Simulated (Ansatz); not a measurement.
A scan (energy over volume and axial ratio; atoms clamped) gave these values. Method: r2SCAN (plane waves to 500 eV, PAW, scalar-relativistic; Ansatz, a program for electronic structure).

* **Shear modulus C′ = (C11 − C12)/2 (fit, atoms clamped)**: 20 GPa

Q: Of these crystals, all scanned alike, which one is it?
A) KCl (rock salt)
B) Li₂O (anti-fluorite)
C) BeS (zinc blende)
D) HgTe (zinc blende)

A: A, KCl (rock salt). The others have, for the shear modulus C′ = (C11 − C12)/2: BeS 50 GPa, HgTe 8 GPa, Li2O 99 GPa

All were relaxed with their symmetry unable to fall. At this level the bands of HgTe touch or barely overlap. Spin-orbit coupling is left out.

(Under strain, the slope of the energy per volume gives the stress and its curvature an elastic modulus.)
